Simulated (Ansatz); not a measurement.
AgI:
```cif
data_Ag4I4
_chemical_formula_sum 'Ag4 I4'
_space_group_name_H-M_alt 'F-43m'
_space_group_IT_number 216
_space_group_name_Hall 'F -4 2 3'
_cell_length_a 6.34804
_cell_length_b 6.34804
_cell_length_c 6.34804
_cell_angle_alpha 90.000
_cell_angle_beta 90.000
_cell_angle_gamma 90.000
loop_
_atom_site_label
_atom_site_type_symbol
_atom_site_symmetry_multiplicity
_atom_site_Wyckoff_symbol
_atom_site_fract_x
_atom_site_fract_y
_atom_site_fract_z
_atom_site_occupancy
Ag1 Ag 4 a 0.00000 0.00000 0.00000 1
I1 I 4 d 0.75000 0.75000 0.75000 1
```
(The calculation used a cell of 2 atoms; values per cell refer to that cell.)

Relaxed with LDA.

Q: Which orbitals make up the states near the band edges in LDA in the plane-wave PAW code Ansatz?

A: Top 1 eV of the valence band: I 5p 65 %, Ag 4d 32 %. Bottom 1 eV of the conduction band: Ag 5s 66 %, I 5p 16 %, I 5s 14 %. Projections are on Löwdin-orthogonalised atomic valence shells; empty p or d shells of many metals are not among them.

Q: Tabulate the density of states.

A: States/eV per cell of 2 atoms, in 0.25 eV bins, energy from the valence-band maximum.

```tsv
E (eV)	total	Ag 4d	I 5p	Ag 5s
-7.85	0.00	0.00	0.00	0.00
-7.60	0.00	0.00	0.00	0.00
-7.35	0.00	0.00	0.00	0.00
-7.10	0.00	0.00	0.00	0.00
-6.85	0.00	0.00	0.00	0.00
-6.60	0.00	0.00	0.00	0.00
-6.35	0.00	0.00	0.00	0.00
-6.10	0.00	0.00	0.00	0.00
-5.85	0.00	0.00	0.00	0.00
-5.60	0.00	0.00	0.00	0.00
-5.35	0.00	0.00	0.00	0.00
-5.10	0.25	0.08	0.14	0.04
-4.85	4.53	1.78	2.22	0.50
-4.60	8.89	4.69	3.76	0.40
-4.35	8.03	4.43	3.22	0.34
-4.10	2.29	1.29	0.91	0.07
-3.85	0.00	0.00	0.00	0.00
-3.60	1.40	1.38	0.01	0.01
-3.35	14.57	14.22	0.17	0.10
-3.10	3.09	2.73	0.20	0.06
-2.85	1.82	1.39	0.27	0.09
-2.60	0.97	0.65	0.21	0.06
-2.35	1.50	0.75	0.63	0.06
-2.10	2.18	0.97	1.06	0.06
-1.85	2.54	1.05	1.35	0.05
-1.60	2.65	1.02	1.50	0.04
-1.35	2.51	0.90	1.50	0.04
-1.10	2.46	0.83	1.53	0.03
-0.85	2.09	0.68	1.34	0.02
-0.60	1.22	0.39	0.79	0.01
-0.35	0.75	0.24	0.50	0.00
-0.10	0.24	0.08	0.16	0.00
0.15	0.00	0.00	0.00	0.00
0.40	0.00	0.00	0.00	0.00
0.65	0.00	0.00	0.00	0.00
0.90	0.00	0.00	0.00	0.00
1.15	0.00	0.00	0.00	0.00
1.40	0.02	0.00	0.00	0.01
1.65	0.04	0.00	0.01	0.03
1.90	0.07	0.00	0.01	0.05
2.15	0.12	0.00	0.02	0.08
2.40	0.20	0.00	0.04	0.13
2.65	0.52	0.00	0.09	0.32
2.90	0.70	0.00	0.13	0.41
3.15	0.77	0.00	0.15	0.45
3.40	1.23	0.01	0.19	0.55
3.65	1.91	0.02	0.27	0.72
3.90	1.84	0.02	0.31	0.72
4.15	1.09	0.01	0.18	0.39
4.40	1.04	0.01	0.15	0.30
4.65	0.93	0.01	0.09	0.17
4.90	1.29	0.01	0.09	0.15
5.15	2.18	0.01	0.12	0.20
5.40	1.26	0.01	0.04	0.05
5.65	0.76	0.00	0.02	0.01
5.90	1.74	0.01	0.03	0.03
```

The LDA relaxation kept the symmetry of its start; phonons on a q-mesh show no instability. The run is not spin-polarised. Scalar-relativistic: spin–orbit coupling is off unless named, which matters more the heavier the elements.

Potentials: the later of the program's two PAW sets.
